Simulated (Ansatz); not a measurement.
InBi (zinc blende, F-43m), r²SCAN (plane waves, PAW; program Ansatz), all energies at zero smearing, with the estimated change up to a 700 eV cutoff added, with one set of potentials and settings (totals compare only within such a set). Cell of 2 atoms (1 In, 1 Bi): -18023.049 eV.

```
element              reference phase  E (eV/atom)
-------  ---------------------------  -----------
In       I4/mmm, 1 atoms in the cell   -5611.8204
Bi         R-3m, 2 atoms in the cell  -12411.0586
```

Formation energy per atom, worked out: (-18023.049 − 1×(-5611.8204) − 1×(-12411.0586))/2 = -0.085 eV/atom (-8 kJ per mol of atoms), at 0 K, without zero-point energy or fitted corrections.

The first step of the workflow began from a Materials Project structure, measured or hypothetical; the Crystallography Open Database copy checked does not list it. COD files the formula under space group No. 129, so this cell is another polymorph or a model. With In and Bi taken as one species the cell has the higher symmetry Fd-3m, so it may be an ordered model of a mixed-site phase. Whether it is the stable phase at ambient conditions was not checked. The r²SCAN relaxation kept the symmetry of its start; its stability against distortions is not shown here. The references are the lowest solids computed at this level, not always the standard phases. Spin–orbit coupling is left out wherever it is not named.

Potentials: the later of the program's two PAW sets.
